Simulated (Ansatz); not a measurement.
Given:

Mo₂RuSe₄:
```
Mo2RuSe4
1.0
    0.52020     0.29067    -6.78900
    0.46958    -6.69373     0.00000
   -6.70566     0.00000     0.00000
Mo Ru Se
4 2 8
Direct
  0.59069   0.45883   0.76318
  0.40931   0.54117   0.23682
  0.44792   0.76239   0.58457
  0.55208   0.23761   0.41543
  0.76188   0.58927   0.44953
  0.23812   0.41073   0.55047
  0.78338   0.78727   0.77687
  0.21662   0.21273   0.22313
  0.88257   0.28515   0.62204
  0.11743   0.71485   0.37796
  0.27172   0.62647   0.87058
  0.72828   0.37353   0.12942
  0.61893   0.86896   0.26963
  0.38107   0.13104   0.73037
```

This is the r²SCAN-relaxed structure. Cartesian axes are those of the cell as given.

All from plane-wave PAW r²SCAN (Ansatz code), unless another level is named. Predict the formation energy from the elements (no fitted shifts).

-0.68 eV/atom.

What about the hole effective mass?

0.64 along x, 1.3 along y, 0.61 along z (mₑ).

Next, the valence-band maximum?

at Γ.

Space group P-1. The workflow started from a Materials Project entry (that database holds measured and hypothetical structures alike); the Crystallography Open Database copy checked does not list it. Entries of such low symmetry are often ordered models of mixed-site phases. Whether it is the stable phase at ambient conditions was not checked. The cell was relaxed with r²SCAN under the symmetry of its start; its stability against distortions is not shown here. The run is not spin-polarised. The references are the lowest solids computed at this level, not always the standard phases. Scalar-relativistic: spin–orbit coupling is off unless named, which matters more the heavier the elements.

Potentials: the later of the program's two PAW sets.

Edges and masses are those of Kohn–Sham bands, whose gap is no quasiparticle gap.
